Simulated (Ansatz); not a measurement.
NaBrF$_{4}$:
Space group I4/mcm (No. 140); a = 5.7358 Å, b = 5.7358 Å, c = 10.3299 Å, α = 90.00°, β = 90.00°, γ = 90.00°

| atom | site | symmetry | x | y | z |
|---|---|---|---|---|---|
| Na | 4a | 422 | 0.0000 | 0.0000 | 0.2500 |
| Br | 4d | m.mm | 0.0000 | 0.5000 | 0.0000 |
| F | 16l | ..m | 0.3344 | 0.1656 | 0.1326 |
(The calculation used a cell of 12 atoms; values per cell refer to that cell.)

Relaxed at zero pressure with DFT-r²SCAN in the program Ansatz with PAW potentials.

The volume is lowered by 6 % and shape and atoms relax at that volume. What pressure results, and how do the axes share the change?

2.5 GPa; a -2.3 %, b -2.3 %, c -1.5 %; the energy rises by 6 meV/atom.

Give the new structure.


Space group I4/mcm (No. 140); a = b = 5.6029 Å, c = 10.1762 Å, α = β = γ = 90.00°

```tsv
atom	site	symmetry	x	y	z
Na	4a	422	0.0000	0.0000	0.2500
Br	4d	m.mm	0.0000	0.5000	0.0000
F	16l	..m	0.3316	0.1684	0.1345
```

The phase is kept; no other phase was compared at this pressure.

The workflow started from a Materials Project entry (that database holds measured and hypothetical structures alike); the Crystallography Open Database copy checked does not list it. Whether it is the stable phase at ambient conditions was not checked. Symmetry was held in the r²SCAN relaxation; whether a distortion lowers the energy is not shown.

Potentials: the later of the program's two PAW sets.
